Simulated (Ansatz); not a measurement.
# Ga3Se: changing the functional

```cif
data_structure
_symmetry_space_group_name_H-M 'Pm-3m'
_symmetry_Int_Tables_number 221
_cell_length_a 4.4325
_cell_length_b 4.4325
_cell_length_c 4.4325
_cell_angle_alpha 90.000
_cell_angle_beta 90.000
_cell_angle_gamma 90.000
_cell_volume 87.08
loop_
_atom_site_label
_atom_site_type_symbol
_atom_site_symmetry_multiplicity
_atom_site_Wyckoff_symbol
_atom_site_fract_x
_atom_site_fract_y
_atom_site_fract_z
_atom_site_occupancy
Se1 Se 1 a 0.00000 0.00000 0.00000 1
Ga1 Ga 3 c 0.50000 0.50000 0.00000 1
```

The cell comes from a database or a generator and needn't be the stable form of this composition.

Kept alike: task band structure; k mesh 6 × 6 × 6; occupations fermi-dirac, width 0.05 eV; no spin polarisation. Program: Ansatz, all-electron LAPW, scalar-relativistic. The mesh is that of the run's cell of 4 atoms. No spin-orbit coupling.

| run | pressure (GPa) |
| --- | --- |
| A | -0.55 |
| B | -3.60 |
| C | -4.92 |

Pressure is positive in compression. For a metal such a mesh leaves the last digits unconverged.

Q: The runs differ in the functional alone: LDA; PBE; PBEsol. Which run is which?

A: Run A is PBE; run B is PBEsol; run C is LDA. The pressure runs from -4.92 (LDA) to -0.55 GPa (PBE). From PBE: LDA -4.37; PBEsol -3.05.
